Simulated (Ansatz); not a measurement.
Be12Mo in space group I4/mmm (No. 139; Be on 8j, Be on 8i, Be on 8f, Mo on 2a), plane-wave PAW PBEsol (Ansatz code), all energies at zero smearing, with the estimated change up to a 700 eV cutoff added, with one set of potentials and settings (totals compare only within such a set). Cell of 13 atoms (12 Be, 1 Mo): -5983.248 eV.

| element | reference phase | E (eV/atom) |
|---|---|---|
| Be | P6_3/mmc, 2 atoms in the cell | -90.3483 |
| Mo | Im-3m, 1 atoms in the cell | -4897.4695 |

Formation energy per atom, worked out: (-5983.248 − 12×(-90.3483) − 1×(-4897.4695))/13 = -0.123 eV/atom (-12 kJ per mol of atoms), at 0 K, without zero-point energy or fitted corrections.

The start of the workflow was typed in or built on a structure type; neither database checked (COD, Materials Project) lists it. Its standing as an ambient phase is unchecked. Symmetry was held in the PBEsol relaxation; of distortions, only those at the zone centre were tested. The run is not spin-polarised. The references are the lowest solids computed at this level, not always the standard phases.

Potentials: the later of the program's two PAW sets.
